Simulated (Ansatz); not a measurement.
Tl3VSe4:
```cif
data_Se4Tl3V
_chemical_formula_sum 'V1 Tl3 Se4'
_space_group_name_H-M_alt 'P 1'
_space_group_IT_number 1
_cell_length_a 6.77695
_cell_length_b 6.77695
_cell_length_c 6.77695
_cell_angle_alpha 109.471
_cell_angle_beta 109.471
_cell_angle_gamma 109.471
loop_
_space_group_symop_operation_xyz
  'x, y, z'
loop_
_atom_site_label
_atom_site_type_symbol
_atom_site_fract_x
_atom_site_fract_y
_atom_site_fract_z
_atom_site_occupancy
V1 V 0.00000 0.00000 0.00000 1
Tl1 Tl 0.50000 0.50000 0.00000 1
Tl2 Tl 0.00000 0.50000 0.50000 1
Tl3 Tl 0.50000 0.00000 0.50000 1
Se1 Se 0.66327 0.66327 0.66327 1
Se2 Se 0.33673 0.00000 0.00000 1
Se3 Se 0.00000 0.00000 0.33673 1
Se4 Se 0.00000 0.33673 0.00000 1
```

Relaxed with r²SCAN. 

**Question.** HSE06 on this cell (Ansatz, a quantum-chemistry and plane-wave program, PAW) gives a gap of 2.39 eV. What does r²SCAN give?

**Answer.** 1.81 eV.

Cost on shared cores: the r²SCAN run (SCF on a 5×5×5 mesh, then bands and DOS) about 5 core-minutes (a rough figure), the HSE06 run (SCF on 3×3×3, then a few points) very roughly 4 core-minutes; the tasks are unlike.

Space group I-43m. The first step of the workflow began from a Materials Project structure, measured or hypothetical; the Crystallography Open Database copy checked does not list it. Whether it is the stable phase at ambient conditions was not checked. Symmetry was held in the r²SCAN relaxation; whether a distortion lowers the energy is not shown. The run is not spin-polarised. Scalar-relativistic: spin–orbit coupling is off unless named, which matters more the heavier the elements.

Potentials: the later of the program's two PAW sets.

Ansatz is a plane-wave DFT program.
